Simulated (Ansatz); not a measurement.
Cu (fcc, Cu type)

```yaml
crystal:
  lattice:
    - [3.62968, 0.00000, 0.00000]
    - [0.00000, 3.62968, 0.00000]
    - [0.00000, 0.00000, 3.62968]
  atoms:
    - { symbol: Cu, position: [0.00000, 0.00000, 0.00000] }
    - { symbol: Cu, position: [0.50000, 0.50000, 0.00000] }
    - { symbol: Cu, position: [0.50000, 0.00000, 0.50000] }
    - { symbol: Cu, position: [0.00000, 0.50000, 0.50000] }
```

In each cell atom 4 (Cu, nearest neighbour Cu at 2.567 Å; its periodic images, 3.6 Å or more away, move with it) moves by s·(0.000, 0.000, 1.000) (along Cartesian z), the rest being held.

The numbers are results of PBE (plane waves to 420 eV, PAW, scalar-relativistic; Ansatz, a quantum-chemistry and plane-wave program), not measurements. k mesh 10×10×10 (Γ-centred), Fermi-Dirac smearing 0.05 eV. The energy includes the smearing's −TS. With partly filled bands, energies and forces of such displacements shift with the k mesh and the smearing. Cu is run without spin polarisation. Cu was relaxed with its symmetry unable to fall. The zero of ΔE is the undisplaced structure. The last digit holds for this mesh only.

```json
[
 {"s (Å)": "-0.770", "ΔE (meV/cell)": "2325.0"},
 {"s (Å)": "-0.616", "ΔE (meV/cell)": "1418.1"},
 {"s (Å)": "-0.462", "ΔE (meV/cell)": "761.9"},
 {"s (Å)": "-0.308", "ΔE (meV/cell)": "326.4"},
 {"s (Å)": "-0.154", "ΔE (meV/cell)": "79.6"},
 {"s (Å)": "0.000", "ΔE (meV/cell)": "0.0"},
 {"s (Å)": "0.154", "ΔE (meV/cell)": "79.6"},
 {"s (Å)": "0.308", "ΔE (meV/cell)": "326.4"},
 {"s (Å)": "0.462", "ΔE (meV/cell)": "761.9"},
 {"s (Å)": "0.616", "ΔE (meV/cell)": "1418.1"},
 {"s (Å)": "0.770", "ΔE (meV/cell)": "2325.0"}
]
```

Question: What force constant k = d²E/ds² at s = 0 does the table give?

Answer: 6.7 eV/Å². It is the second difference of the nearest points, corrected with the next pair.

Question: With k = 6.66 eV/Å² from the forces, is the well harmonic out to s = 0.770 Å?

Answer: ½ks² = 1976 meV/cell against the computed 2325 meV/cell, so the well is stiffer than harmonic there.

(A displaced cell: forces are minus the slopes of the energy, force constants its curvatures, and phonons follow from these.)
